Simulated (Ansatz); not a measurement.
A trial form of Na2B3

The calculation used DFT PBE, scalar-relativistic, plane waves, PAW (Ansatz). Cutoff 420 eV, Gaussian smearing, Γ-centred meshes. Cell and atoms relax first on a coarse mesh and then on a finer one. In between, the cell is made exact in the group found at 0.06 Å. In metals the finer mesh still leaves noise of several meV/atom or more. The steps can't lower the symmetry of their start. No spin polarisation.

The guess for Na2B3 was made by a generator: close-packed layers stacked ABABC (P-3m1, No. 164) (elements of the layers in order: B Na Na B B). Lengths were set from tabulated atomic sizes, so they are only a guess.

Space group P-3m1 (No. 164). a = 3.174 Å, b = 3.174 Å, c = 11.186 Å, α = 90.00°, β = 90.00°, γ = 120.00°
```
atom  site  symmetry       x       y       z
  Na    2d       3m.  0.6667  0.3333  0.8495
   B    2d       3m.  0.3333  0.6667  0.6561
   B    1b      -3m.  0.0000  0.0000  0.5000
```

Energies over the elements count from the elements' standard structures at the same level, with no fitted energy shifts.

Question: Which structure results?

Answer: The symmetry stays P-3m1 (No. 164). The volume per atom shrinks by 31.3 %, from 19.5 to 13.4 Å³. The shortest distance goes from 2.53 Å (B–B) to 1.79 Å (B–B). The ratio c/a of the conventional cell changes by a factor of 0.82. The energy falls by about 1.5 eV/atom (the start's value is from the coarse mesh). Conventional cell: a = 2.987 Å, c = 8.674 Å. Na has 3 B at 2.75 Å, 6 Na at 2.99 Å and 4 B at 3.13–3.15 Å; B on a site of symmetry 3m has 3 B at 1.79 Å, 3 B at 1.99 Å, 3 Na at 2.75 Å, 6 B at 2.99 Å and 1 Na at 3.13 Å; around B on a site of symmetry -3m lie 6 B at 1.79 Å, 6 B at 2.99 Å and 6 Na at 3.15 Å.

```xyz
5
Lattice="2.9865 0.0000 0.0000 -1.4933 2.5864 0.0000 0.0000 0.0000 8.6743" Properties=species:S:1:pos:R:3 pbc="T T T"
Na    1.4933    0.8621    6.9746
Na    0.0000    1.7243    1.6997
B     0.0000    1.7243    4.8337
B     1.4933    0.8621    3.8406
B     0.0000    0.0000    4.3372
```

Question: Give its energy and gap.

Answer: The formation energy is +0.44 eV/atom and the gap on the 12×12×6 mesh of the 5-atom cell is 0 eV (a metal).

A positive value: parting into the elements would lower its energy.

The last run used Gaussian smearing of 0.10 eV. The cell is a metal run without spin; a magnetic state may lie lower. Symmetry constrained the relaxation, so the result can be a saddle point. In all, the 3 runs took 110 s on 1 thread of Arm Neoverse N1, on a shared host.
